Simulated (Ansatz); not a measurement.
Q: Monolayer Na$_{2}$H$_{6}$PtO$_{6}$ (P-3 in the vacuum cell, 15 atoms; Na with 6 neighbours, H with 1 neighbours, Pt with 6 neighbours (octahedral), O with 4 neighbours) is relaxed with DFT-r²SCAN+D4 in the program Ansatz with PAW potentials. What in-plane lattice and thickness result?

A: a = 5.692 Å; 3.67 Å between the outermost nuclei.

Band gap: 3.61 eV (direct). Valence-band maximum: at M. Ionisation potential (Kohn–Sham): 5.20 eV. Electron affinity (Kohn–Sham): 1.59 eV. Electron effective mass, in the valley at M: 2.9 along x, 3.1 along y (mₑ). Electron effective mass with spin–orbit coupling, in the valley at M: 2.9 along x, 3.1 along y (mₑ). Gap with spin–orbit coupling: 3.42 eV. HSE06 gap on the r²SCAN+D4 cell: 5.01 eV. HSE06 ionisation potential: 6.16 eV.

The layer was cut from a bulk entry of the Materials Project (measured or hypothetical); whether that bulk phase is the ambient one, and whether the layer has been isolated, was not checked. The r²SCAN+D4 relaxation kept the symmetry of its start; its stability against distortions is not shown here. The run is not spin-polarised. Scalar-relativistic: spin–orbit coupling is off unless named, which matters more the heavier the elements.

Potentials: the later of the program's two PAW sets.
